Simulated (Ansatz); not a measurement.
RbBr:
```xyz
2
Lattice="0.0000 3.4629 3.4629 3.4629 0.0000 3.4629 3.4629 3.4629 0.0000" Properties=species:S:1:pos:R:3 pbc="T T T"
Rb     0.0000     0.0000     0.0000
Br     3.4629     3.4629     3.4629
```

Relaxed with r²SCAN. Special points in fractions of this cell's reciprocal vectors: Γ (0.000, 0.000, 0.000); X (0.500, 0.000, 0.500); U (0.625, 0.250, 0.625); K (0.375, 0.375, 0.750); L (0.500, 0.500, 0.500); W (0.500, 0.250, 0.750).

Question: List the band energies nearest the valence-band maximum at these points for r²SCAN with spin–orbit coupling (plane waves, PAW; program Ansatz).

Answer: In eV from the valence-band maximum; about four levels below and three above (degenerate sets whole), none deeper than 8.9 eV; points with the same levels are listed once.

```json
[
 {"k": "Γ", "below": "0.00 0.00 0.00 0.00", "above": "4.73 4.73 7.71 7.71 7.71 7.71"},
 {"k": "X", "below": "-0.36 -0.36 -0.16 -0.16", "above": "5.94 5.94 7.67 7.67"},
 {"k": "U", "below": "-0.47 -0.47 -0.31 -0.31", "above": "6.65 6.65 8.41 8.41"},
 {"k": "L", "below": "-0.56 -0.56 -0.34 -0.34", "above": "7.05 7.05 8.01 8.01"},
 {"k": "W", "below": "-0.42 -0.42 -0.38 -0.38", "above": "7.37 7.37 7.40 7.40"}
]
```

Space group Fm-3m (rock salt). The cell was relaxed with r²SCAN under the symmetry of its start.

Potentials: the later of the program's two PAW sets.
